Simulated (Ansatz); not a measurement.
Profile along the F–K line in KF (rock salt)

KF (rock salt)

Space group Fm-3m (No. 225); a = b = c = 5.318 Å, α = β = γ = 90.00°

```csv
atom,site,symmetry,x,y,z
F,4a,m-3m,0.0000,0.0000,0.0000
K,4b,m-3m,0.5000,0.5000,0.5000
```
(The calculation used a cell of 2 atoms; values per cell refer to that cell.)

Fields along a shortest F–K line of a {100} plane (2.66 Å), from F to K, interpolated on the slice's grid (step about 0.1 Å). These are r2SCAN (plane waves to 500 eV, PAW, scalar-relativistic; Ansatz, a program for electronic structure) values and carry that method's errors. k mesh 11×11×11. Near the nuclei the fields are pseudised (PAW); where an atom keeps semicore shells as valence, they peak there. KF was relaxed with its symmetry unable to fall.

```csv
distance from F (Å),valence electron density (e/Å³),electron localisation function
0.00,13.96,x
0.13,12.80,x
0.27,9.75,x
0.40,6.01,x
0.53,3.04,0.81
0.67,1.42,0.80
0.80,0.70,0.74
0.93,0.36,0.56
1.06,0.20,0.24
1.20,0.13,0.05
1.33,0.12,0.03
1.46,0.17,0.11
1.60,0.32,0.45
1.73,0.62,0.76
1.86,1.17,0.85
2.00,2.00,0.88
2.13,2.98,0.87
2.26,3.80,x
2.39,4.16,x
2.53,4.11,x
2.66,4.02,x
```

x: too close to a nucleus for the ELF to mean much.

Density on the F–K line (2.66 Å) at its density minimum, 1.3 Å from F: 0.12 e/Å³. ELF at that point: 0.0. Character of the F–K contact (rough rule: ELF there above 0.7 covalent, below 0.2 ionic, polar between): closed-shell (ionic).
